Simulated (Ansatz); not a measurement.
The elements of this relaxed trial crystal are hidden behind letters.

```
lattice vectors (Å)
   0.0000    5.5244    5.5244
   5.5244    0.0000    5.5244
   5.5244    5.5244    0.0000
fractional positions
X 0.7500 0.7500 0.7500
X 0.2500 0.2500 0.2500
Z 0.0000 0.0000 0.0000
Q 0.5000 0.0000 0.0000
Q 0.0000 0.5000 0.0000
Q 0.0000 0.0000 0.5000
Q 0.0000 0.5000 0.5000
Q 0.5000 0.0000 0.5000
Q 0.5000 0.5000 0.0000
```

The calculation used Ansatz 0.2.0, DFT PBE, scalar-relativistic, plane waves, PAW. Cutoff 420 eV, Γ-centred 6×6×6 mesh (9-atom cell), Gaussian smearing of 0.10 eV, no spin polarisation.

```
Space group                              : Fm-3m (No. 225)
Conventional cell                        : a = 11.049 Å
Volume per atom                          : 37.47 Å³
Density                                  : 4.22 g/cm³
Formation energy                         : −0.57 eV/atom
Gap on the 6×6×6 mesh of the 9-atom cell : 0 eV (a metal)
```

Energies are uncorrected and count from the elements' standard states at the same level.

Problem. X is a d-block element of period 5, Z is a p-block element of period 6 and Q is a p-block element of period 4. Which elements are they?

Solution. X = Y, Z = Tl, Q = Se, so the formula is Y2TlSe6. Density times volume gives a mean mass of 4.22 × 37.47/1.6605 = 95.2 u per atom, and this set has 95.1 u. Y has 6 Se at 2.76 Å; around Tl lie 12 Se at 3.91 Å (long contacts); Se is surrounded by 2 Y at 2.76 Å, 2 Tl at 3.91 Å and 8 Se at 3.91 Å. Other sets within the hints have nearly the same mass, so mass alone doesn't settle it; this one was computed.

These runs have no spin–orbit coupling, which can matter for Tl. An odd number of electrons in the primitive cell allows no gap without spin; a larger cell or a magnetic state could open one. The cell is a metal run without spin; a magnetic state may lie lower. Symmetry constrained the relaxation, so the result can be a saddle point.
